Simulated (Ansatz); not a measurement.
NbRh:
```
CELL_PARAMETERS angstrom
      2.84866     0.00000     0.00000
      0.00000     2.84866     0.00000
      0.00000     0.00000     3.85210
ATOMIC_POSITIONS crystal
  Nb 0.00000 0.00000 0.00000
  Rh 0.50000 0.50000 0.50000
```

Relaxed with r²SCAN. Special points in fractions of this cell's reciprocal vectors: Γ (0.000, 0.000, 0.000); X (0.000, 0.500, 0.000); M (0.500, 0.500, 0.000); Z (0.000, 0.000, 0.500); R (0.000, 0.500, 0.500); A (0.500, 0.500, 0.500).

Q: List the band energies nearest the Fermi level at these points for the program Ansatz at the r²SCAN level (PAW).

A: In eV from the Fermi level; about four levels below and three above (degenerate sets whole), none deeper than 8.9 eV; … stands for higher levels left out; points with the same levels are listed once.

```csv
k,below,above
Γ,-2.31 -2.31 -1.03 -0.73,1.23 4.24 4.24
X,-1.91 -1.67 -1.41 -1.36,1.45 2.71 …
M,-5.69 -5.51 -5.07 -5.07,0.64 1.47 3.48 3.48
Z,-1.61 -1.60 -1.60 -0.58,1.40 …
R,-2.59 -2.49 -2.39 -0.45,1.05 1.12 1.54
A,-3.34 -3.34 -1.96 -1.96 -1.36,0.64 2.93 6.12
```

Space group P4/mmm (L1₀ or tetragonal B2). The first step of the workflow began from a Materials Project structure, measured or hypothetical; the Crystallography Open Database files this formula in space group No. 123, but the cells were not matched. Whether it is the stable phase at ambient conditions was not checked. The r²SCAN relaxation kept the symmetry of its start; its stability against distortions is not shown here. The run is not spin-polarised. Scalar-relativistic: spin–orbit coupling is off unless named, which matters more the heavier the elements.

Potentials: the later of the program's two PAW sets.
